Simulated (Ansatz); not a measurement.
input.yaml (Ansatz)

```yaml
crystal:
  lattice:
    - [0.0, 2.4945115251, 2.4945115251]
    - [2.4945115251, 0.0, 2.4945115251]
    - [2.4945115251, 2.4945115251, 0.0]
  atoms:
    - { symbol: Mn, position: [0.125, 0.125, 0.125], spin: 0.885 }
    - { symbol: Mn, position: [0.875, 0.875, 0.875], spin: -0.885 }
hamiltonian:
  xc: mr2scan
  pseudopotentials:
    kind: paw
    azcp:
      Mn: "pseudopotentials/Mn.paw.azcp"
basis:
  ecutwfc: 500
  fft_grid_basis: typed
kpoints:
  mp_grid: { grid: [12, 12, 12], shift: [0, 0, 0] }
magnetization:
  spin_polarized: true
scf:
  occupations: { method: fermi_dirac, width: 0.05 }
  lower_state_search: "off"
output:
  stress: true
```

and its output:

```
Engine: ansatz 0.2.0, aarch64-unknown-linux-gnu
Pseudopotentials: kind: paw
Pseudopotential: Mn, paw, valence charge 15, recommended cutoff 500 eV (meta_gga) 
Functional definition: m-r2SCAN
  exchange = m_r2scan_x
  correlation = m_r2scan_c
Crystal: 2 atoms, lattice volume = 31.045 Å³
Basis set: ecut = 500 eV, 749 PW (Γ), exchange–correlation on 108×108×108 points (64 copies of the dense FFT grid, shifted against one another)
Bands: 20, of which v1, the nominal top of the filled ones, is band 15 counted from 1 (14 counted from 0)
Symmetry: 24 space group operations
Space group: F-43m (ITA 216), of the structure as read, at distance tolerance 3.1e-5 Å
Magnetic group: BNS 227.130 (UNI 1632), of the structure as read, at distance tolerance 3.1e-5 Å
k-points: 72 of 1728 (time reversal used)
Non-local potential: Mn, projectors of the file, l = 0: 3, l = 1: 2, l = 2: 3, l = 3: 1
PAW form: soft (Blöchl's): semilocal exchange-correlation on the pseudo side does not see the compensation charge
PAW frozen core: Mn, regenerated for the run's functional (the file was generated under x = pbe(κ = 0.804, μ = 0.2195149727645171), c = pbe(β = 0.06672455060314922))
PAW one-centre angular grid: Mn, 590 points (default); XC on 160 Gauss nodes
Initial density: superposition of atomic densities (chi_scale 0.1, normalization cell)
Starting moments: Σ|m| = 1.77 μB on 2 of 2 sites
Starting magnetic order: antiferromagnet; an inversion exchanges its spin sublattices: spin-degenerate at every k-point
Initial wavefunctions: pseudopotential atomic-orbital guess
Functional: x = mr2scan, c = mr2scan; τ floored in thin density (d = 2e-4 eV/Å³)
iter 1 solved again at ethr=2.14e-3 eV; its pass at ethr=3.10e-3 eV (dr2=6.43e-1 eV) is discarded
SCF iter   1: F=-7804.103292 eV  HF=-7803.932379 eV  |F-HF|=1.71e-1  |Δ(HF+E_count)|=         —  Δρ=2.79e-2 (↑2.79e-2 ↓2.79e-2)  dr2=6.48e-1  dr2_τ=3.11e-2  dr2_m=1.34e-2  M=-0.000 μB ∫|m|=1.743 μB  β_m=1.00  ethr=2.14e-3  ⟨swp⟩=1.0  Hψ=16212  notcnv=0
spin=Collinear: Kerker preconditioning applied to the charge; magnetization (m = ρ↑ − ρ↓) channel mixes plain (no charge-response kernel on spin).
SCF iter   2: F=-7804.116602 eV  HF=-7804.070014 eV  |F-HF|=4.66e-2  |Δ(HF+E_count)|=   1.38e-1  Δρ=2.25e-2 (↑2.25e-2 ↓2.25e-2)  dr2=4.70e-1  dr2_τ=4.01e-3  dr2_m=1.30e-2  M=0.000 μB ∫|m|=1.904 μB  β_m=1.00  ethr=2.14e-3  ⟨swp⟩=2.0  Hψ=4082  notcnv=0  κ⁻¹=1.0e0(r=1)
SCF iter   3: F=-7804.171660 eV  HF=-7804.131521 eV  |F-HF|=4.01e-2  |Δ(HF+E_count)|=   6.15e-2  Δρ=6.89e-3 (↑6.89e-3 ↓6.86e-3)  dr2=4.71e-2  dr2_τ=2.93e-4  dr2_m=4.80e-3  M=-0.000 μB ∫|m|=1.994 μB  β_m=1.00  ethr=1.57e-3  ⟨swp⟩=2.1  Hψ=5226  notcnv=0  κ⁻¹=5.1e-2(r=2)
SCF iter   4: F=-7804.178935 eV  HF=-7804.129185 eV  |F-HF|=4.97e-2  |Δ(HF+E_count)|=   2.34e-3  Δρ=4.89e-3 (↑4.82e-3 ↓4.89e-3)  dr2=7.11e-3  dr2_τ=3.29e-4  dr2_m=1.95e-3  M=0.000 μB ∫|m|=2.050 μB  β_m=1.00  ethr=1.57e-4  ⟨swp⟩=2.1  Hψ=5619  notcnv=0  κ⁻¹=8.9e-4(r=3)
SCF iter   5: F=-7804.181771 eV  HF=-7804.164356 eV  |F-HF|=1.74e-2  |Δ(HF+E_count)|=   3.52e-2  Δρ=3.35e-3 (↑3.35e-3 ↓2.56e-3)  dr2=5.45e-3  dr2_τ=9.71e-5  dr2_m=3.09e-4  M=-0.002 μB ∫|m|=2.076 μB  β_m=1.00  ethr=2.37e-5  ⟨swp⟩=2.8  Hψ=6624  notcnv=0  κ⁻¹=3.8e-4(r=4)
...
SCF iter  15: F=-7804.190192 eV  HF=-7804.189785 eV  |F-HF|=4.07e-4  |Δ(HF+E_count)|=   8.12e-4  Δρ=3.98e-4 (↑3.97e-4 ↓3.98e-4)  dr2=1.68e-5  dr2_τ=5.12e-7  dr2_m=3.67e-5  M=0.000 μB ∫|m|=2.403 μB  β_m=0.30  ethr=8.45e-8  ⟨swp⟩=2.0  Hψ=5235  notcnv=0  κ⁻¹=3.1e-5(r=6)
SCF iter  16: F=-7804.190387 eV  HF=-7804.190377 eV  |F-HF|=1.01e-5  |Δ(HF+E_count)|=   5.92e-4  Δρ=1.70e-4 (↑1.51e-4 ↓1.70e-4)  dr2=9.29e-7  dr2_τ=7.78e-8  dr2_m=6.90e-6  M=-0.000 μB ∫|m|=2.500 μB  β_m=0.30  ethr=5.62e-8  ⟨swp⟩=2.9  Hψ=6086  notcnv=0  κ⁻¹=6.7e-6(r=7)
SCF iter  17: F=-7804.190375 eV  HF=-7804.190310 eV  |F-HF|=6.48e-5  |Δ(HF+E_count)|=   6.71e-5  Δρ=8.78e-5 (↑8.78e-5 ↓8.37e-5)  dr2=6.92e-7  dr2_τ=5.38e-8  dr2_m=1.72e-6  M=-0.000 μB ∫|m|=2.466 μB  β_m=0.30  ethr=3.10e-9  ⟨swp⟩=3.0  Hψ=6115  notcnv=0  κ⁻¹=6.1e-6(r=8)
SCF iter  18: F=-7804.190391 eV  HF=-7804.190383 eV  |F-HF|=8.26e-6  |Δ(HF+E_count)|=   7.32e-5  Δρ=3.56e-5 (↑3.56e-5 ↓3.33e-5)  dr2=1.10e-7  dr2_τ=6.90e-9  dr2_m=3.00e-7  M=0.000 μB ∫|m|=2.486 μB  β_m=0.30  ethr=2.31e-9  ⟨swp⟩=3.0  Hψ=5787  notcnv=0  κ⁻¹=9.6e-6(r=8)
SCF iter  19: F=-7804.190392 eV  HF=-7804.190391 eV  |F-HF|=8.74e-7  |Δ(HF+E_count)|=   7.76e-6  Δρ=8.23e-6 (↑8.08e-6 ↓8.23e-6)  dr2=9.93e-8  dr2_τ=2.40e-10  dr2_m=5.51e-9  M=-0.000 μB ∫|m|=2.488 μB  β_m=0.30  ethr=3.33e-10  ⟨swp⟩=4.9  Hψ=10749  notcnv=0  κ⁻¹=1.2e-5(r=8)
SCF iter  20: F=-7804.190392 eV  HF=-7804.190391 eV  |F-HF|=9.23e-8  |Δ(HF+E_count)|=   6.44e-7  Δρ=3.37e-5 (↑3.37e-5 ↓3.23e-5)  dr2=2.79e-8  dr2_τ=4.80e-9  dr2_m=3.06e-7  M=-0.000 μB ∫|m|=2.486 μB  β_m=0.30  ethr=3.31e-10  ⟨swp⟩=4.2  Hψ=9934  notcnv=0  κ⁻¹=9.4e-6(r=8)
SCF iter  21: F=-7804.190392 eV  HF=-7804.190392 eV  |F-HF|=8.03e-8  |Δ(HF+E_count)|=   2.71e-7  Δρ=1.20e-5 (↑1.20e-5 ↓1.19e-5)  dr2=4.55e-8  dr2_τ=5.51e-10  dr2_m=2.27e-8  M=0.000 μB ∫|m|=2.491 μB  β_m=0.30  ethr=9.31e-11  ⟨swp⟩=4.6  Hψ=10249  notcnv=0  κ⁻¹=7.2e-7(r=8)
iter 22 did not close the SCF: its close was put off for a magnetic moment that had not settled (scf_convergence_deferred on its scf_iter line)
SCF iter  22: F=-7804.190392 eV  HF=-7804.190392 eV  |F-HF|=2.28e-8  |Δ(HF+E_count)|=   6.99e-8  Δρ=1.10e-5 (↑1.10e-5 ↓1.03e-5)  dr2=1.45e-9  dr2_τ=6.23e-10  dr2_m=3.18e-8  M=0.000 μB ∫|m|=2.491 μB  β_m=0.30  ethr=9.31e-11  ⟨swp⟩=4.0  Hψ=7943  notcnv=0  κ⁻¹=7.4e-7(r=8)
SCF iter  23: F=-7804.190392 eV  HF=-7804.190392 eV  |F-HF|=1.00e-9  |Δ(HF+E_count)|=   5.60e-8  Δρ=1.20e-6 (↑1.20e-6 ↓1.11e-6)  dr2=3.46e-10  dr2_τ=1.12e-11  dr2_m=2.04e-10  M=-0.000 μB ∫|m|=2.489 μB  ethr=4.85e-12  ⟨swp⟩=2.0  Hψ=10570  notcnv=0
SCF 1 converged in 23 iterations: F = -7804.190392 eV  dr2 = 3.46e-10
this state was not tested for a lower state beside it, because the mixer in use, unlike msr1, does not test its closes by its own steps (another_mixer; see scf.mixing.algorithm and scf.lower_state_search)
SCF converged after 23 iterations
Magnetization: -0.0000 μB (15.0000 up, 15.0000 down)
Absolute magnetization: 2.4894 μB (∫|ρ↑−ρ↓|, with the PAW one-centre terms)
Spin contamination: 0.5640 ħ² per cell (⟨S²⟩ above its minimum at these occupations)
Per-site moments (μB) at R_I (Å): [(1.1114720995714995, 0.8911280196924861), (-1.111472179198511, 0.8911280196924861)]
Free energy (F): -7804.190392 eV
Harris-Foulkes:  -7804.190392 eV  (|F-HF|=1.00e-9)
Internal energy: -7804.185106 eV  (E = F + TS)
E sigma→0 (E₀):  -7804.187749 eV
Entropy (-TS):   -0.005286 eV (-2.643 meV/atom)
Fermi energy:    12.775100 eV
--- Per-component energies (eV) ---
  E_band       = -568.424260
  E_kinetic    = 617.295974
  E_local      = -4396.834344  (includes V_loc(G=0)·N_el)
  E_nonlocal   = 484.377295
  E_hartree    = 1828.307224
  E_xc         = -219.771745
  E_vxc        = -324.311152  (∫ρ·V_xc dr)
  E_paw        = -2618.754221  (= ΣΔE_a)
  E_vpaw       = -628.157478  (= ΣTr[D̂ρ^β])
  E_aug_tail   = -0.000009  (compensation charges beyond the density's cutoff)
  E_vtau       = 22.591338  (kinetic-family band-sum trace: ∫τ·v_τ [+ j·A + Jᵃ·Aᵃ] dr)
  E_ewald      = -3498.239194
  E_core_change = -0.566086  (= ΣΔE_core)
  E_smearing   = -0.005286  (= −TS)
  E_closure    = -0.000000  (closes the sum)
  Σ components = -7804.190392   (vs F -7804.190392, Δ=0.00e0)
--- Stress (GPa, compression-positive) ---
       -4.144325       0.000000       0.000000
        0.000000      -4.144325      -0.000000
        0.000000      -0.000000      -4.144325
  P = ⅓ Tr σ = -4.1443 GPa (-41.443 kbar)
```
